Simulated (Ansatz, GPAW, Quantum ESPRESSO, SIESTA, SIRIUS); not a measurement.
HPbNO4: 6 runs at one level of theory

```
H Pb N O
1.0
     4.12040   -0.00081   -0.01120
     0.00404    6.42722    0.05360
     0.02791    3.20707    7.74994
H Pb N O
2 2 2 8
Direct
  0.90366 0.21821 0.48851
  0.40337 0.78177 0.51142
  0.39455 0.30863 0.70725
  0.89489 0.69135 0.29266
  0.63409 0.19990 0.20730
  0.13386 0.80012 0.79275
  0.90829 0.32866 0.54369
  0.53792 0.39076 0.19497
  0.53483 0.11279 0.10602
  0.83718 0.08887 0.32672
  0.40817 0.67132 0.45624
  0.03774 0.60924 0.80520
  0.03429 0.88737 0.89397
  0.33716 0.91101 0.67330
```

The cell comes from a database or a generator and needn't be the stable form of this composition.

Alike in all runs: task single point; functional PBE; k mesh 7 × 5 × 4; occupations fermi-dirac, width 0.05 eV; no spin polarisation; no spin-orbit coupling. Pressure is positive in compression and, in plane waves, holds the error of the finite cutoff, which Ansatz's Pulay term estimates and takes out.

```json
{"program and potentials": "Ansatz, Ansatz PAW", "plane-wave cutoff (eV)": "420", "notes": "Pulay term of +0.61 GPa included", "pressure (GPa)": "0.00", "largest force (eV/Å)": "0.007"}
{"program and potentials": "SIESTA, files PseudoDojo sr-pbe-0.4.1-standard, DZP (energy shift 0.003 Ry; two zetas on semicore shells)", "plane-wave cutoff (eV)": "-", "notes": "atomic basis", "pressure (GPa)": "2.75", "largest force (eV/Å)": "1.387"}
{"program and potentials": "GPAW, GPAW PAW data sets (gpaw-data 1.2.1)", "plane-wave cutoff (eV)": "800", "notes": "-", "pressure (GPa)": "-0.31", "largest force (eV/Å)": "0.108"}
{"program and potentials": "Ansatz, all-electron LAPW, scalar-relativistic", "plane-wave cutoff (eV)": "-", "notes": "-", "pressure (GPa)": "-0.11", "largest force (eV/Å)": "0.052"}
{"program and potentials": "SIRIUS, PseudoDojo 0.4.1 PBE standard (scalar relativistic)", "plane-wave cutoff (eV)": "1152", "notes": "-", "pressure (GPa)": "-0.02", "largest force (eV/Å)": "0.193"}
{"program and potentials": "Quantum ESPRESSO, SSSP 1.3 efficiency PBE", "plane-wave cutoff (eV)": "816", "notes": "-", "pressure (GPa)": "-0.19", "largest force (eV/Å)": "0.041"}
```

Force on atom 9 (O), eV/Å:

```csv
program and potentials,x,y,z
"SIESTA, files PseudoDojo sr-pbe-0.4.1-standard, DZP (energy shift 0.003 Ry; two zetas on semicore shells)",-0.454,-0.982,-0.868
"GPAW, GPAW PAW data sets (gpaw-data 1.2.1)",0.001,-0.006,0.002
"Ansatz, all-electron LAPW, scalar-relativistic",0.017,0.029,0.030
"SIRIUS, PseudoDojo 0.4.1 PBE standard (scalar relativistic)",-0.003,-0.028,-0.016
"Quantum ESPRESSO, SSSP 1.3 efficiency PBE",-0.009,-0.028,-0.022
```

The pressure spans -0.31 (GPAW, GPAW PAW data sets (gpaw-data 1.2.1)) to 2.75 GPa (SIESTA, files PseudoDojo sr-pbe-0.4.1-standard, DZP (energy shift 0.003 Ry; two zetas on semicore shells)), with all-electron results at -0.11. The pressure on the cell as given of SIESTA, files PseudoDojo sr-pbe-0.4.1-standard, DZP (energy shift 0.003 Ry; two zetas on semicore shells) lies far from the others; the cause wasn't traced. Rows in atomic bases carry the error of their basis and grid, which can be large.

The functional is the same throughout but for its coding, so the spread measures potentials, basis and numerics; runs on potential files found faulty are left out.
